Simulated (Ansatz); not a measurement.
Theory: DFT PBE, scalar-relativistic, plane waves, PAW in Ansatz. Settings: cutoff 420 eV, Γ-centred meshes spaced at most about 0.3 Å⁻¹, and about 0.25 Å⁻¹ or finer for metals (2π included), Gaussian smearing. No spin polarisation in the final relaxations.

All energies are static (0 K, no zero-point motion). All come from trial cells, and lower structures may exist.

Task: Order these relaxed structures of Si2Bi2S by energy, lowest first, with the energy over the lowest of them.
A.

Space group P6/mmm (No. 191). a = 5.060 Å, b = 5.060 Å, c = 5.843 Å, α = 90.00°, β = 90.00°, γ = 120.00°
| atom | site | symmetry | x | y | z |
| --- | --- | --- | --- | --- | --- |
| Si | 2c | -6m2 | 0.3333 | 0.6667 | 0.0000 |
| Bi | 2d | -6m2 | 0.3333 | 0.6667 | 0.5000 |
| S | 1a | 6/mmm | 0.0000 | 0.0000 | 0.0000 |

B.

Space group I4/mmm (No. 139). a = 5.247 Å, b = 5.247 Å, c = 8.764 Å, α = 90.00°, β = 90.00°, γ = 90.00°
```csv
atom,site,symmetry,x,y,z
Si,4e,4mm,0.5000,0.5000,0.1325
Bi,4d,-4m2,0.0000,0.5000,0.2500
S,2a,4/mmm,0.0000,0.0000,0.0000
```

C.

Space group P-3m1 (No. 164). a = 4.227 Å, b = 4.227 Å, c = 10.173 Å, α = 90.00°, β = 90.00°, γ = 120.00°
```json
{"atom": "Si", "site": "2c", "symmetry": "3m.", "x": "0.0000", "y": "0.0000", "z": "0.2089"}
{"atom": "Bi", "site": "2d", "symmetry": "3m.", "x": "0.3333", "y": "0.6667", "z": "0.6699"}
{"atom": "S", "site": "1a", "symmetry": "-3m.", "x": "0.0000", "y": "0.0000", "z": "0.0000"}
```

D.

Space group P-3m1 (No. 164). a = 3.767 Å, b = 3.767 Å, c = 9.616 Å, α = 90.00°, β = 90.00°, γ = 120.00°
```
atom  site  symmetry       x       y       z
  Si    2d       3m. 0.6667  0.3333  0.4464
  Bi    2d       3m. 0.6667  0.3333  0.7911
   S    1a      -3m. 0.0000  0.0000  0.0000
```

Result: D (0 meV/atom), C (38 meV/atom), B (218 meV/atom), A (339 meV/atom). Forms: D P-3m1; C P-3m1; B I4/mmm; A P6/mmm. D holds Si–Si nets (shortest 2.41 Å); B holds Si–Si pairs (shortest 2.32 Å) (bonds between like non-metal atoms; other contacts aren't counted). Even the lowest lies +0.17 eV/atom against the elements.

Weakly bound directions are ill-defined at this level, which has no dispersion term (P-3m1 at 31.5 Å³/atom), and this can change margins and order among such cells. These runs have no spin–orbit coupling, which can matter for Bi. Cells relaxed within their symmetry can be saddle points. Some candidate types were left out of the draw beforehand, so a known form may be missing.
